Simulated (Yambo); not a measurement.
Yambo run on Rb₂Ni₃S₄ (space group Fmmm, No. 69). The wavefunctions are PBEsol (Quantum ESPRESSO, PseudoDojo norm-conserving, 98 Ry, scalar-relativistic) ones on a 2×2×2 mesh (48 occupied bands); a = 8.486 Å, b = 7.478 Å, c = 5.769 Å, α = 78.51°, β = 59.72°, γ = 41.77°.

Yambo input:

```
rim_cut
gw0
dyson
el_el_corr
HF_and_locXC
cohsex
em1s
RandQpts= 1000000
RandGvec= 1 Ry
EXXRLvcs= 98 Ry
VXCRLvcs= 392 Ry
Chimod= "HARTREE"
% BndsRnXs
 13 | 302 |
%
NGsBlkXs= 7 Ry
% LongDrXs
 1.0 | 1.0 | 1.0 |
%
ExtendOut
% QPkrange
 3 | 3 | 48 | 49 |
%
```

k points by index: 3 = (0, -0.5, -0.5).

The o-*.qp file then holds:

```
#    K-point    Band    Eo [eV]    E [eV]    E-Eo [eV]    Vxc [eV]    Vnlxc [eV]    Sc|Eo [eV]    Re(Z)    Im(Z)
#
    3    48    0.000000    -1.846681    -1.846681    -25.80468    -31.73925    4.087893    1.000000    0.000000
    3    49    0.974800    0.471251    -0.503549    -21.51156    -17.65537    -4.359737    1.000000    0.000000
```
(The two width columns are left out.) Convergence of these settings isn't established.

Geometry of the Materials Project entry, not relaxed at this level.

The structure is a Materials Project entry; no match was found in the copy of COD used, and its stability was not checked.

The runs are not spin-polarised; magnetic order was not tried.
